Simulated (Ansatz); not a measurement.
Sheets of one type (M2XT2 MXene (hcp sites)-type), DFT-r²SCAN+D4 in the program Ansatz with PAW potentials; HSE06 gaps on those cells.

```tsv
layer	a (Å)	thickness (Å)
Hf2NO2	3.122	5.00
Mo2NO2	[?]	[?]
Ta2NO2	2.966	5.07
W2NO2	2.848	5.26
Y2NO2	3.479	4.85
Mo2CO2	2.858	5.16
Mo2Cl2N	3.122	5.95
```

Q: Complete the blanks.

A: 
- Mo2NO2, a (Å): 2.848
- Mo2NO2, thickness (Å): 5.17

Spin orders computed, not proven ground states: Hf2NO2, M2XT2 MXene (hcp sites)-type layer ferromagnetic; Y2NO2, M2XT2 MXene (hcp sites)-type layer ferromagnetic. Began spin-polarised and lost the moments: Mo2NO2, M2XT2 MXene (hcp sites)-type layer; Ta2NO2, M2XT2 MXene (hcp sites)-type layer; W2NO2, M2XT2 MXene (hcp sites)-type layer; Mo2Cl2N, M2XT2 MXene (hcp sites)-type layer. All cells were relaxed under the symmetry of their starts (and spin orders); stability against distortions was not tested throughout. Rows with no word on spin ran without spin polarisation. No Hubbard U is applied. Scalar-relativistic: spin–orbit coupling is off unless named, which matters more the heavier the elements. Constructed layers (a layer type filled with these elements): Hf2NO2, M2XT2 MXene (hcp sites)-type layer; Mo2NO2, M2XT2 MXene (hcp sites)-type layer; Ta2NO2, M2XT2 MXene (hcp sites)-type layer; W2NO2, M2XT2 MXene (hcp sites)-type layer; Y2NO2, M2XT2 MXene (hcp sites)-type layer; Mo2CO2, M2XT2 MXene (hcp sites)-type layer; Mo2Cl2N, M2XT2 MXene (hcp sites)-type layer.

Potentials: the later of the program's two PAW sets.
